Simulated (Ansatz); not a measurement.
**Squeezing and stretching HgTe**

Reference cell: a COD entry, whose atoms a relaxation with PBE at fixed cell left in place.

```yaml
crystal:
  lattice:
    - [0.00000, 3.22350, 3.22350]
    - [3.22350, 0.00000, 3.22350]
    - [3.22350, 3.22350, 0.00000]
  atoms:
    - { symbol: Hg, position: [0.00000, 0.00000, 0.00000] }
    - { symbol: Te, position: [0.25000, 0.25000, 0.25000] }
```

Sites (sets of like atoms) are named by element and the number of their first atom in this list.

Level of theory: DFT, PBE, plane waves and PAW, scalar-relativistic, 420 eV cutoff, Γ-centred 13×13×13 k-points, Fermi–Dirac smearing 0.05 eV (Ansatz 0.2.0).

The cell is scaled uniformly, and the ions relax again at each size.

```
V/V₀  pressure (GPa)
0.94             7.9
0.96             6.5
0.98             5.2
1.00             4.1
1.02             3.0
1.04               ?
1.06             1.3
```

**Question.** Estimate the row at V/V₀ = 1.04, the equilibrium volume and the bulk modulus.

**Answer.** pressure (GPa): 2.1. Worked: a parabola in ln(V/V₀) through the other 6 rows gives 2.1 GPa there. It crosses zero pressure at V/V₀ = 1.101, the equilibrium volume of this functional, where the bulk modulus is B = −dP/d ln V = 30 GPa.
